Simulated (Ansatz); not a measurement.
# CoBi: strain and displacement

```yaml
crystal:
  lattice:
    - [0.00000, 2.70033, 2.70033]
    - [2.70033, 0.00000, 2.70033]
    - [2.70033, 2.70033, 0.00000]
  atoms:
    - { symbol: Co, position: [0.00000, 0.00000, 0.00000] }
    - { symbol: Bi, position: [0.50000, 0.50000, 0.50000] }
```

Atoms are numbered in the order listed.

The cell was built from the rocksalt type and relaxed in the same program, and has space group Fm-3m; it needn't be a known or the stable phase.

Other magnetic orders may lie lower; this is the state that the run reached.

No spin–orbit coupling, which matters for the heavy atoms here.

Level of theory: Ansatz 0.2.0, DFT, PBE, all-electron LAPW, scalar-relativistic.

Settings: a Γ-centred 13×13×13 k mesh, Fermi–Dirac smearing of 0.05 eV, basis error target 0.25 meV/atom, spin-polarised from start moments Co1 2 μB.

The unchanged cell is at 0.03 GPa.

In a metal, stresses and small energies carry noise from the k mesh.

x, y and z are the Cartesian axes of the cell as listed; fractional coordinates follow a strain, and an engineering shear is twice the off-diagonal strain component.

Q: With this change (z strained by -1 % at fixed volume), what becomes of the energy and stress and moment?

A: Energy change +1 meV/atom; stress change (xx, yy, zz, yz, xz, xy) -0.58, -0.58, 1.26, 0.00, 0.00, 0.00 GPa, compression positive; moment 0.56 → 0.55 μB.

Q: With this change (equal xy, yz and zx engineering shear strains of -2 %), what becomes of the energy and stress and moment?

A: Energy change under 1 meV/atom; stress change (xx, yy, zz, yz, xz, xy) 0.02, 0.02, 0.02, 0.20, 0.20, 0.20 GPa, compression positive; moment 0.56 → 0.56 μB.

With atom 1 (Co) moved by (0.0800, 0.0000, 0.0000) Å: energy change +5 meV/atom; stress change (xx, yy, zz, yz, xz, xy) 0.84, -0.08, -0.08, 0.00, 0.00, 0.00 GPa, compression positive; change of the force on Co1 (-0.251, 0.000, 0.000) eV/Å; moment 0.56 → 0.54 μB.

Q: What force constant does this one finite step give for Co1 along its displacement (all its periodic images move with it)?

A: k = −ΔF·u/|u|² = 3.14 eV/Å², so the force pulls the atom back.
